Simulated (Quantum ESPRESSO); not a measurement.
# AlSn3RhMo2Ru: finding a planted mistake in a log

Simulated, not a measurement. The program is pw.x of Quantum ESPRESSO 7.5 (plane-wave density functional theory). The cell is made up: eight metal atoms on a face-centred cubic lattice, with elements, volume, strain and displacements drawn at random and not relaxed, so it may be unstable or far from any real phase. PseudoDojo standard norm-conserving files set the functional (PBE unless stated); there is no spin polarisation or spin-orbit coupling, the Fermi-Dirac width of 0.25 eV means electrons at about 2900 K, and the masses in the input are unused placeholders. The tin pseudopotential is less sure than most, with forces differing by about three percent from a second method on plain tin. Heavy elements are run without spin-orbit coupling, which real alloys of them have. A spin test at this wide smearing found no moment, but such smearing suppresses magnetism that the real alloy may have.

Intended input:

```
&control calculation='scf', pseudo_dir='./dojo.nc.sr.pbe.v0_5.standard.upf', outdir='./o', disk_io='minimal', tprnfor=.true., tstress=.true. /
&system ibrav=0, nat=8, ntyp=5, nbnd=66, ecutwfc=87.97787729, nosym=.true., tot_charge=0,
 occupations='smearing', smearing='fd', degauss=0.0183746611
/
&electrons conv_thr=1.470e-08, electron_maxstep=70, mixing_beta=0.5 /
ATOMIC_SPECIES
Al 1.0 Al.upf
Mo 1.0 Mo.upf
Rh 1.0 Rh.upf
Ru 1.0 Ru.upf
Sn 1.0 Sn.upf
CELL_PARAMETERS angstrom
2.0728 4.215 2.0945
2.0652 -4.1966 2.0653
4.0757 -0.0107 -4.0975
ATOMIC_POSITIONS angstrom
Al -0.0251 -0.0365 -0.0792
Sn 1.9953 -0.0214 -2.0906
Rh 2.1 -2.0267 0.0953
Sn 4.1083 -2.083 -1.9295
Mo 2.1042 2.1031 0.0412
Ru 4.0956 2.0367 -2.0223
Sn 2.1112 -0.112 2.0516
Mo 4.0986 -0.0325 -0.0599
K_POINTS automatic
5 5 4 1 1 1
```

The log is shortened where brackets say so; the opening notice, blank lines, dates and the lines on written files are dropped, and the path of the files is cut. It prints rydbergs, bohrs and kilobars, and counts compression as positive stress. Its total energy is the free energy E - TS of the whole cell.

Log of the intended run:

```
     Program PWSCF v.7.5
     Parallel version (MPI & OpenMP), running on       4 processor cores
     Number of MPI processes:                 4
     Threads/MPI process:                     1
     [start-up lines left out]
     bravais-lattice index     =            0
     lattice parameter (alat)  =       9.7187  a.u.
     unit-cell volume          =     962.4133 (a.u.)^3
     number of atoms/cell      =            8
     number of atomic types    =            5
     number of electrons       =       106.00
     number of Kohn-Sham states=           66
     kinetic-energy cutoff     =      87.9779  Ry
     charge density cutoff     =     351.9115  Ry
     scf convergence threshold =      1.5E-08
     mixing beta               =       0.5000
     number of iterations used =            8  plain     mixing
     Exchange-correlation= PBE
                           (   1   4   3   4   0   0   0)
     [axes and pseudopotential details left out]
   Cartesian axes
     site n.     atom                  positions (alat units)
         1        Al     tau(   1) = (  -0.0048805  -0.0070971  -0.0153998  )
         2        Sn     tau(   2) = (   0.3879700  -0.0041611  -0.4065004  )
         3        Rh     tau(   3) = (   0.4083281  -0.3940755   0.0185303  )
         4        Sn     tau(   4) = (   0.7988259  -0.4050226  -0.3751758  )
         5        Mo     tau(   5) = (   0.4091448   0.4089309   0.0080110  )
         6        Ru     tau(   6) = (   0.7963565   0.3960199  -0.3932200  )
         7        Sn     tau(   7) = (   0.4105059  -0.0217775   0.3989171  )
         8        Mo     tau(   8) = (   0.7969398  -0.0063194  -0.0116471  )
     number of k points=    50  Fermi-Dirac smearing, width (Ry)=  0.0184
                       cart. coord. in units 2pi/alat
        k(    1) = (   0.2031530  -0.0003404   0.0451810), wk =   0.0400000
        k(    2) = (   0.3608776   0.0000618  -0.1117188), wk =   0.0400000
     [further k points left out]
     Dense  grid:   107277 G-vectors     FFT dimensions: (  60,  60,  72)
     Estimated max dynamical RAM per process >     356.54 MB
     Estimated total dynamical RAM >       1.32 GB
     Initial potential from superposition of free atoms
     starting charge     105.9887, renormalised to     106.0000
     Starting wfcs are   71 randomized atomic wfcs
     total cpu time spent up to now is       11.7 secs
     per-process dynamical memory:   275.6 Mb
     Self-consistent Calculation
     iteration #  1     ecut=    87.98 Ry     beta= 0.50
     Davidson diagonalization with overlap
     ethr =  1.00E-02,  avg # of iterations =  3.7
     Threshold (ethr) on eigenvalues was too large:
     Diagonalizing with lowered threshold
     Davidson diagonalization with overlap
     ethr =  4.61E-04,  avg # of iterations =  2.1
     total cpu time spent up to now is       61.5 secs
     total energy              =   -1195.09610069 Ry
     estimated scf accuracy    <       0.54155429 Ry
     iteration #  2     ecut=    87.98 Ry     beta= 0.50
     Davidson diagonalization with overlap
     ethr =  5.11E-04,  avg # of iterations =  2.8
     total cpu time spent up to now is       92.3 secs
     total energy              =   -1194.87946460 Ry
     estimated scf accuracy    <       2.48320408 Ry
     [iterations 3 to 11 left out]
     iteration # 12     ecut=    87.98 Ry     beta= 0.50
     Davidson diagonalization with overlap
     ethr =  6.86E-10,  avg # of iterations =  2.3
     total cpu time spent up to now is      326.1 secs
     total energy              =   -1195.25872189 Ry
     estimated scf accuracy    <       0.00000005 Ry
     iteration # 13     ecut=    87.98 Ry     beta= 0.50
     Davidson diagonalization with overlap
     ethr =  4.76E-11,  avg # of iterations =  3.8
     total cpu time spent up to now is      347.8 secs
     End of self-consistent calculation
     [lines on levels left out]
!    total energy              =   -1195.25872189 Ry
     estimated scf accuracy    <          5.5E-09 Ry
     smearing contrib. (-TS)   =      -0.11106270 Ry
     internal energy E=F+TS    =   -1195.14765919 Ry
     The total energy is F=E-TS. E is the sum of the following terms:
     one-electron contribution =    -332.06312694 Ry
     hartree contribution      =     236.81283514 Ry
     xc contribution           =    -247.97309869 Ry
     ewald contribution        =    -851.92426870 Ry
     convergence has been achieved in  13 iterations
     Forces acting on atoms (cartesian axes, Ry/au):
     atom    1 type  1   force =     0.02362678    0.00105070   -0.00118284
     atom    2 type  5   force =    -0.02055605   -0.00560369    0.02777033
     atom    3 type  3   force =    -0.02785011   -0.02176529   -0.00173770
     atom    4 type  5   force =    -0.02880353   -0.02761141   -0.02693754
     atom    5 type  2   force =     0.01013021   -0.01897946   -0.00235202
     atom    6 type  4   force =     0.02315302   -0.00396049   -0.00076351
     atom    7 type  5   force =     0.02186802    0.04757656   -0.01960657
     atom    8 type  2   force =    -0.00156833    0.02929308    0.02480984
     Total force =     0.104780     Total SCF correction =     0.000285
     Computing stress (Cartesian axis) and pressure
          total   stress  (Ry/bohr**3)                   (kbar)     P=       -9.52
   0.00000004   0.00000036   0.00001452            0.01        0.05        2.14
   0.00000036  -0.00015319  -0.00006185            0.05      -22.53       -9.10
   0.00001452  -0.00006185  -0.00004091            2.14       -9.10       -6.02
     init_run     :      8.13s CPU      8.68s WALL (       1 calls)
     electrons    :    331.82s CPU    336.15s WALL (       1 calls)
     forces       :      3.80s CPU      3.86s WALL (       1 calls)
     stress       :     12.24s CPU     12.26s WALL (       1 calls)
     [timing details left out]
     PWSCF        :   5m59.00s CPU   6m 4.03s WALL
     JOB DONE.
```

A second run was made from an input with one planted mistake. Its log:

```
     Program PWSCF v.7.5
     Parallel version (MPI & OpenMP), running on       4 processor cores
     Number of MPI processes:                 4
     Threads/MPI process:                     1
     [start-up lines left out]
     bravais-lattice index     =            0
     lattice parameter (alat)  =       9.7187  a.u.
     unit-cell volume          =     962.4133 (a.u.)^3
     number of atoms/cell      =            8
     number of atomic types    =            6
     number of electrons       =       105.00
     number of Kohn-Sham states=           66
     kinetic-energy cutoff     =      87.9779  Ry
     charge density cutoff     =     351.9115  Ry
     scf convergence threshold =      1.5E-08
     mixing beta               =       0.5000
     number of iterations used =            8  plain     mixing
     Exchange-correlation= PBE
                           (   1   4   3   4   0   0   0)
     [axes and pseudopotential details left out]
   Cartesian axes
     site n.     atom                  positions (alat units)
         1        Al     tau(   1) = (  -0.0048805  -0.0070971  -0.0153998  )
         2        Sn     tau(   2) = (   0.3879700  -0.0041611  -0.4065004  )
         3        Rh     tau(   3) = (   0.4083281  -0.3940755   0.0185303  )
         4        Sn     tau(   4) = (   0.7988259  -0.4050226  -0.3751758  )
         5        Ta     tau(   5) = (   0.4091448   0.4089309   0.0080110  )
         6        Ru     tau(   6) = (   0.7963565   0.3960199  -0.3932200  )
         7        Sn     tau(   7) = (   0.4105059  -0.0217775   0.3989171  )
         8        Mo     tau(   8) = (   0.7969398  -0.0063194  -0.0116471  )
     number of k points=    50  Fermi-Dirac smearing, width (Ry)=  0.0184
                       cart. coord. in units 2pi/alat
        k(    1) = (   0.2031530  -0.0003404   0.0451810), wk =   0.0400000
        k(    2) = (   0.3608776   0.0000618  -0.1117188), wk =   0.0400000
     [further k points left out]
     Dense  grid:   107277 G-vectors     FFT dimensions: (  60,  60,  72)
     Estimated max dynamical RAM per process >     376.84 MB
     Estimated total dynamical RAM >       1.40 GB
     Initial potential from superposition of free atoms
     starting charge     104.9892, renormalised to     105.0000
     Starting wfcs are   71 randomized atomic wfcs
     total cpu time spent up to now is       13.8 secs
     per-process dynamical memory:   290.0 Mb
     Self-consistent Calculation
     iteration #  1     ecut=    87.98 Ry     beta= 0.50
     Davidson diagonalization with overlap
     ethr =  1.00E-02,  avg # of iterations =  3.6
     Threshold (ethr) on eigenvalues was too large:
     Diagonalizing with lowered threshold
     Davidson diagonalization with overlap
     ethr =  5.91E-04,  avg # of iterations =  2.0
     total cpu time spent up to now is       65.1 secs
     total energy              =   -1184.66362761 Ry
     estimated scf accuracy    <       0.66414988 Ry
     iteration #  2     ecut=    87.98 Ry     beta= 0.50
     Davidson diagonalization with overlap
     ethr =  6.33E-04,  avg # of iterations =  3.2
     total cpu time spent up to now is       92.4 secs
     total energy              =   -1184.38146456 Ry
     estimated scf accuracy    <       5.72206236 Ry
     [iterations 3 to 12 left out]
     iteration # 13     ecut=    87.98 Ry     beta= 0.50
     Davidson diagonalization with overlap
     ethr =  2.29E-11,  avg # of iterations =  3.1
     total cpu time spent up to now is      373.4 secs
     total energy              =   -1184.94345021 Ry
     estimated scf accuracy    <       0.00000009 Ry
     iteration # 14     ecut=    87.98 Ry     beta= 0.50
     Davidson diagonalization with overlap
     ethr =  2.29E-11,  avg # of iterations =  2.0
     total cpu time spent up to now is      396.9 secs
     End of self-consistent calculation
     [lines on levels left out]
!    total energy              =   -1184.94345022 Ry
     estimated scf accuracy    <          9.8E-09 Ry
     smearing contrib. (-TS)   =      -0.09802617 Ry
     internal energy E=F+TS    =   -1184.84542405 Ry
     The total energy is F=E-TS. E is the sum of the following terms:
     one-electron contribution =    -322.62817659 Ry
     hartree contribution      =     231.21296306 Ry
     xc contribution           =    -257.06187973 Ry
     ewald contribution        =    -836.36833079 Ry
     convergence has been achieved in  14 iterations
     Forces acting on atoms (cartesian axes, Ry/au):
     atom    1 type  1   force =     0.01633213    0.00547240    0.00763522
     atom    2 type  5   force =    -0.01133856   -0.00104188    0.02134117
     atom    3 type  3   force =    -0.02968384   -0.02617302   -0.00085497
     atom    4 type  5   force =    -0.03099140   -0.02797295   -0.02574994
     atom    5 type  6   force =     0.01062280   -0.02942803   -0.00779508
     atom    6 type  4   force =     0.02848993   -0.00223111   -0.00600824
     atom    7 type  5   force =     0.01288790    0.05094439   -0.01398216
     atom    8 type  2   force =     0.00368103    0.03043022    0.02541400
     Total force =     0.106526     Total SCF correction =     0.000389
     Computing stress (Cartesian axis) and pressure
          total   stress  (Ry/bohr**3)                   (kbar)     P=       19.85
   0.00014737   0.00002177   0.00000025           21.68        3.20        0.04
   0.00002177   0.00018212  -0.00003857            3.20       26.79       -5.67
   0.00000025  -0.00003857   0.00007531            0.04       -5.67       11.08
     init_run     :     12.87s CPU     13.53s WALL (       1 calls)
     electrons    :    380.40s CPU    383.22s WALL (       1 calls)
     forces       :      4.18s CPU      4.22s WALL (       1 calls)
     stress       :     13.71s CPU     14.10s WALL (       1 calls)
     [timing details left out]
     PWSCF        :   6m51.45s CPU   6m55.42s WALL
     JOB DONE.
```

Question: the log repeats what the program read. Compare it with the intended run: what was wrong in the second input?

Answer: one atom is of a wrong element. The input lines that differ:

```
- &system ibrav=0, nat=8, ntyp=5, nbnd=66, ecutwfc=87.97787729, nosym=.true., tot_charge=0,
+ &system ibrav=0, nat=8, ntyp=6, nbnd=66, ecutwfc=87.97787729, nosym=.true., tot_charge=0,
+ Ta 1.0 Ta.upf
- Mo 2.1042 2.1031 0.0412
+ Ta 2.1042 2.1031 0.0412
```

|  | intended run | run with the mistake |
| --- | --- | --- |
| free energy (eV) | -16262.323 | -16121.977 |
| entropy term -TS, part of it (eV) | -1.511 | -1.334 |
| pressure (GPa) | -0.95 | 1.98 |
| size of the largest force component (eV/Å) | 1.223 | 1.310 |
| largest change of a force component (eV/Å) |  | 0.269 |
| iterations | 13 | 14 |

For scale, a rerun of the intended cell at a higher cutoff and on a denser mesh moved values by no more than 0.003 eV in energy, 0.05 GPa in stress and 0.007 eV/Å in force, and a second program with other atomic files agreed on that cell to 2 % rms in force and 0.5 GPa in pressure. Files of another functional or element have another zero of energy, so the energy change says nothing on stability.